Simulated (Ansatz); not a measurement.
NbRu (L1₀ or tetragonal B2, P4/mmm) at seven volumes, DFT-PBEsol in the program Ansatz with PAW potentials, shape and atoms relaxed at each. One row is withheld.

```json
[
 {"V (Å³/atom)": "14.080", "P (GPa)": "29.37"},
 {"V (Å³/atom)": "14.545", "P (GPa)": "18.01"},
 {"V (Å³/atom)": "15.009", "P (GPa)": "8.30"},
 {"V (Å³/atom)": "15.473", "P (GPa)": "0.00"},
 {"V (Å³/atom)": "15.937", "P (GPa)": "?"},
 {"V (Å³/atom)": "16.401", "P (GPa)": "-13.12"},
 {"V (Å³/atom)": "16.865", "P (GPa)": "-18.26"}
]
```

**Question.** Fit the shown pressures and predict the withheld one.

**Answer.** P = (3/2)B₀(x^(7/2) − x^(5/2))[1 + (3/4)(B′ − 4)(x − 1)] with x = (V₀/V)^(2/3). Least squares on the six rows gives V₀ = 15.474 Å³/atom, B₀ = 255 GPa, B′ = 4.24. At V = 15.937, x = 0.9805 and P = -7.06 GPa. The run itself gave -7.08 GPa.

The first step of the workflow began from a Materials Project structure, measured or hypothetical; the Crystallography Open Database files this formula in space group No. 123, but the cells were not matched. Whether it is the stable phase at ambient conditions was not checked. The PBEsol relaxation kept the symmetry of its start; of distortions, only those at the zone centre were tested. The run is not spin-polarised.

Potentials: the later of the program's two PAW sets.
